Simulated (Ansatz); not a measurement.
With the program Ansatz at the PBE+D3(BJ) level (PAW), Sn in the β-Sn type structure (I4_1/amd) relaxes to a = 5.879 Å, c = 3.149 Å.

Electronic character: metallic (no gap).

The cell was relaxed with PBE+D3(BJ) under the symmetry of its start. The pairwise dispersion correction was not fitted to metals. Axis ratios of metals converge slowly with the k-mesh, so a and c are less sure than the volume. Scalar-relativistic: spin–orbit coupling is off unless named, which matters more the heavier the elements.

Potentials: the later of the program's two PAW sets.
